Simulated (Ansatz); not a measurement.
VBiO4:
```cif
data_Bi4O16V4
_chemical_formula_sum 'V4 Bi4 O16'
_space_group_name_H-M_alt 'I41/a :1'
_space_group_IT_number 88
_space_group_name_Hall 'I 4bw -1bw'
_cell_length_a 5.12129
_cell_length_b 5.12129
_cell_length_c 11.62001
_cell_angle_alpha 90.000
_cell_angle_beta 90.000
_cell_angle_gamma 90.000
loop_
_space_group_symop_operation_xyz
  'x, y, z'
  '-y, x+1/2, z+1/4'
  '-x+1/2, -y+1/2, z+1/2'
  'y+1/2, -x, z+3/4'
  '-x, -y+1/2, -z+1/4'
  'y, -x, -z'
  'x+1/2, y, -z+3/4'
  '-y+1/2, x+1/2, -z+1/2'
  'x+1/2, y+1/2, z+1/2'
  '-y+1/2, x, z+3/4'
  '-x, -y, z'
  'y, -x+1/2, z+1/4'
  '-x+1/2, -y, -z+3/4'
  'y+1/2, -x+1/2, -z+1/2'
  'x, y+1/2, -z+1/4'
  '-y, x, -z'
loop_
_atom_site_label
_atom_site_type_symbol
_atom_site_symmetry_multiplicity
_atom_site_Wyckoff_symbol
_atom_site_fract_x
_atom_site_fract_y
_atom_site_fract_z
_atom_site_occupancy
V1 V 4 a 0.00000 0.00000 0.00000 1
Bi1 Bi 4 b 0.00000 0.00000 0.50000 1
O1 O 16 f 0.24898 0.13911 0.07876 1
```
(The calculation used a cell of 12 atoms; values per cell refer to that cell.)

Relaxed at zero pressure with DFT-r²SCAN in the program Ansatz with PAW potentials.

### Question
The volume is raised by 9 % and shape and atoms relax at that volume. What pressure results, and how do the axes share the change?

### Answer
-9.6 GPa; a 2.1 %, b 2.1 %, c 4.5 %; the energy rises by 37 meV/atom.

### Question
Give the new structure.

### Answer

Space group I4₁/a, origin choice 1 (No. 88); a = b = 5.229 Å, c = 12.147 Å, α = β = γ = 90.00°

```tsv
atom	site	symmetry	x	y	z
V	4a	-4..	0.0000	0.0000	0.0000
Bi	4b	-4..	0.0000	0.0000	0.5000
O	16f	1	0.2475	0.1369	0.0752
```

The phase is kept; no other phase was compared at this pressure.

Space group I4_1/a. The cell was relaxed with r²SCAN under the symmetry of its start. No spin polarisation was allowed. No Hubbard U is applied. Spin–orbit coupling is left out wherever it is not named.

Potentials: the later of the program's two PAW sets.
